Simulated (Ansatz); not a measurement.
## Elastic constants of AlN (F-43m) under pressure

```xyz
2
Lattice="0.0000 2.1711 2.1711 2.1711 0.0000 2.1711 2.1711 2.1711 0.0000" Properties=species:S:1:pos:R:3 pbc="T T T"
Al    0.0000    0.0000    0.0000
N     1.0856    1.0856    1.0856
```

This is the zero-pressure cell. At each pressure cell and atoms are relaxed in this structure, and the constants are slopes of the stress at strains of ±0.005 with relaxed ions (the coefficients that govern stability under load). Level: LDA, PAW on Ansatz 0.2.0's default frozen-core files (fitted under PBE), scalar-relativistic; k mesh 10×10×10, strains of ±0.005, fixed occupations, cutoff 420 eV. P is the pressure of the relaxed cell, less that of this one.

```tsv
P (GPa)	V/V₀	C11 (GPa)	C12 (GPa)	C44 (GPa)
0.00	1.0000	299.4	165.3	187.5
0.97	0.9954	303.0	169.2	188.3
2.00	0.9907	307.0	173.6	189.5
4.00	?	?	?	?
7.00	0.9691	323.2	193.4	193.0
10.00	0.9572	333.0	205.1	195.0
14.99	0.9388	349.6	224.5	198.3
```

Problem. Does the bulk modulus from the constants agree with the pressure-volume curve?

Solution. A third-order Birch-Murnaghan fit to the volumes shown (F against f, f = [(V₀/V)^(2/3) − 1]/2) gives B₀ = 209.9 GPa and B′ = 3.9. Its −V dP/dV stands beside (C11 + 2C12)/3:

```
P (GPa)  from P(V)  from the constants
   0.00      209.9               210.0
   0.97      213.7               213.8
   2.00      217.7               218.0
   7.00      236.8               236.7
  10.00      248.1               247.7
  14.99      266.8               266.2
```

Problem. What are the pressure derivatives at zero pressure?

Solution. Slopes at V₀ of quadratic fits in −ln(V/V₀) through the first four rows shown, divided by B₀: dC11/dP = 3.9, dC12/dP = 4.2, dC44/dP = 1.1. The mean slopes up to 2.0 GPa are 3.8, 4.1, 1.0; curvature and scatter of the constants part the two. The combination (dC11/dP + 2 dC12/dP)/3 = 4.1 stands against B′.

Problem. Fill the row at 4.00 GPa.

Solution. Cubic fits in −ln(V/V₀) through all rows shown give C11 = 313.7, C12 = 181.6, C44 = 191.0 GPa. Computed: V/V₀ = 0.9818, C11 (GPa) = 313.8, C12 (GPa) = 181.7, C44 (GPa) = 191.2.

Problem. Does a shear stiffness soften?

Solution. C44 goes from 187.5 to 198.3 GPa; (C11 − C12)/2 goes from 67.1 to 62.5 GPa. (C11 − C12)/2 softens under pressure, though the lattice stays mechanically stable over this range.

Limits of these numbers: this zinc-blende form is metastable at ambient conditions; no other phase was computed; many crystals of this kind change structure within this range, and rows or crossings beyond such a change describe a metastable lattice; frozen-core PAW files fitted under PBE, their cores solved anew for the functional of the run; constants at zero field, no piezoelectric stiffening; phonons weren't checked at these pressures.
